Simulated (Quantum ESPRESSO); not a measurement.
# CsLiCr2Te2S3 and the effect of the Hubbard U on Cr d

```yaml
crystal:
  lattice:
    - [6.10792, -0.01886, 0.00581]
    - [-2.28822, 5.93151, 0.00333]
    - [-1.38462, -2.19395, 7.56260]
  atoms:
    - { symbol: Cs, position: [0.06348, 0.10178, 0.99394] }
    - { symbol: Li, position: [0.57026, 0.58143, 0.57403] }
    - { symbol: Cr, position: [0.07801, 0.50138, 0.57990] }
    - { symbol: Cr, position: [0.43162, 0.02972, 0.53722] }
    - { symbol: Te, position: [0.54458, 0.76732, 0.28198] }
    - { symbol: Te, position: [0.01143, 0.65932, 0.29902] }
    - { symbol: S, position: [0.77800, 0.37133, 0.70773] }
    - { symbol: S, position: [0.39402, 0.82508, 0.74875] }
    - { symbol: S, position: [0.19605, 0.23009, 0.48646] }
```

The cell comes from a database or a generator and needn't be the stable form of this composition.

Kept alike: task single point; functional PBE; k mesh 3 × 3 × 2; occupations fermi-dirac, width 0.05 eV; collinear spin, ferromagnetic start. Program: Quantum ESPRESSO, SSSP 1.3 efficiency PBE, cutoff 748 eV. The mesh is that of the run's cell of 9 atoms. No spin-orbit coupling.

```csv
"Hubbard U on Cr d, U (eV)",pressure (GPa),largest site moment (μB)
2,1.28,2.85
4,2.46,3.02
6,3.57,3.17
```

The k mesh is coarse, so the values aren't converged. Pressure is positive in compression; the values hold the error of the finite cutoff, so their zero can differ a little from the energy's minimum. How U acts hangs on the program's projectors. The runs hold the magnetic state that their start led to, which needn't be the lowest. Site moments count inside each atom's sphere or projector.

The pressure rises from 1.28 to 3.57 GPa between 2 and 6 eV. U localises the shell and weakens its bonds, so the cell pushes outwards. The largest site moment rises from 2.85 to 3.17 μB between 2 and 6 eV. U favours whole occupations of the shell, which as a rule raises the local moment.
